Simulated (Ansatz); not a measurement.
HfO2 (tetragonal-ZrO2 type, space group P4_2/nmc)

```
CELL_PARAMETERS angstrom
      3.56753     0.00000     0.00000
      0.00000     3.56753     0.00000
      0.00000     0.00000     5.16669
ATOMIC_POSITIONS crystal
  Hf 0.00000 0.00000 0.00000
  Hf 0.50000 0.50000 0.50000
  O  0.00000 0.50000 0.20010
  O  0.00000 0.50000 0.70010
  O  0.50000 0.00000 0.29990
  O  0.50000 0.00000 0.79990
```

Two-dimensional scan of atom 6 (O, nearest neighbour Hf at 2.062 Å; its periodic images, 3.6 Å or more away, move with it): u runs along (0.707, 0.707, 0.000), v along (0.000, 0.000, 1.000) (Cartesian). Cell and other atoms are fixed.

The numbers are results of PBEsol (plane waves to 420 eV, PAW, scalar-relativistic; Ansatz, a quantum-chemistry and plane-wave program), not measurements. k mesh 8×8×5 (Γ-centred), Fermi-Dirac smearing 0.05 eV. Compression counts positive. Points where atoms come too close for the PAW data are left out (x in tables, blank in figures). HfO2 is run without spin polarisation. HfO2 was relaxed with its symmetry unable to fall. Spin-orbit coupling is left out, though Hf is heavy. The PAW data are Ansatz's earlier set. This is a high-temperature form of HfO2. 

```json
[
 {"P (GPa)": "v = -0.310", "u = -0.310": "3.9", "u = -0.155": "1.1", "u = 0.000": "0.1", "u = 0.155": "1.1", "u = 0.310": "3.9"},
 {"P (GPa)": "v = -0.155", "u = -0.310": "___", "u = -0.155": "0.0", "u = 0.000": "-1.0", "u = 0.155": "0.0", "u = 0.310": "___"},
 {"P (GPa)": "v = 0.000", "u = -0.310": "4.2", "u = -0.155": "1.0", "u = 0.000": "0.0", "u = 0.155": "1.0", "u = 0.310": "4.2"},
 {"P (GPa)": "v = 0.155", "u = -0.310": "7.7", "u = -0.155": "4.1", "u = 0.000": "___", "u = 0.155": "4.1", "u = 0.310": "7.7"},
 {"P (GPa)": "v = 0.310", "u = -0.310": "x", "u = -0.155": "___", "u = 0.000": "7.4", "u = 0.155": "___", "u = 0.310": "x"}
]
```

Q: Fill in the missing entries.

A: 
- v = -0.155, u = -0.310: 2.8
- v = -0.155, u = 0.310: 2.8
- v = 0.155, u = 0.000: 2.8
- v = 0.310, u = -0.155: 8.9
- v = 0.310, u = 0.155: 8.9

(A displaced cell: forces are minus the slopes of the energy, force constants its curvatures, and phonons follow from these.)
